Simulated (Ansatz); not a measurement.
TiGa2:
```xyz
6
Lattice="0.0000 3.9682 4.5750 2.6166 0.0000 4.5750 2.6166 3.9682 0.0000" Properties=species:S:1:pos:R:3 pbc="T T T"
Ga     1.3083     0.6835     2.2875
Ga     1.3083     3.2847     2.2875
Ga     2.6166     1.3006     4.5750
Ga     2.6166     6.6357     4.5750
Ti     3.9249     5.9523     6.8626
Ti     2.6166     3.9682     4.5750
```

Relaxed with PBEsol. Special points in fractions of this cell's reciprocal vectors: Γ (0.000, 0.000, 0.000); Y (0.500, 0.000, 0.500); T (1.000, 0.500, 0.500); Z (0.500, 0.500, 0.000); Σ0 (0.000, 0.440, 0.440); U0 (1.000, 0.560, 0.560); C0 (0.500, 0.223, 0.723); A0 (0.500, 0.777, 0.277); L (0.500, 0.500, 0.500).

List the band energies nearest the Fermi level at these points for plane-wave PAW PBEsol (Ansatz code).

In eV from the Fermi level; about four levels below and three above (degenerate sets whole), none deeper than 8.9 eV; points with the same levels are listed once.

```json
[
 {"k": "Γ", "below": "-1.75 -1.06 -0.81 -0.69", "above": "0.38 0.43 1.59"},
 {"k": "Y", "below": "-1.33 -1.33 -1.31 -1.31", "above": "0.10 0.10 1.43 1.43"},
 {"k": "T", "below": "-0.51 -0.51 -0.49 -0.49", "above": "0.39 0.39 1.14 1.14"},
 {"k": "Z", "below": "-1.53 -1.53 -0.62 -0.62", "above": "0.29 0.29 1.16 1.16"},
 {"k": "Σ0", "below": "-2.83 -1.24 -0.89 -0.11", "above": "0.09 0.24 0.57"},
 {"k": "C0", "below": "-1.20 -1.20 -0.72 -0.72", "above": "0.25 0.25 1.57 1.57"},
 {"k": "L", "below": "-1.27 -1.02 -0.69 -0.07", "above": "0.32 0.55 1.43"}
]
```

Space group Fddd. The start of the workflow was typed in or built on a structure type; neither database checked (COD, Materials Project) lists it. Its standing as an ambient phase is unchecked. The PBEsol relaxation kept the symmetry of its start; its stability against distortions is not shown here. The run is not spin-polarised. Scalar-relativistic: spin–orbit coupling is off unless named, which matters more the heavier the elements.

Potentials: the later of the program's two PAW sets.
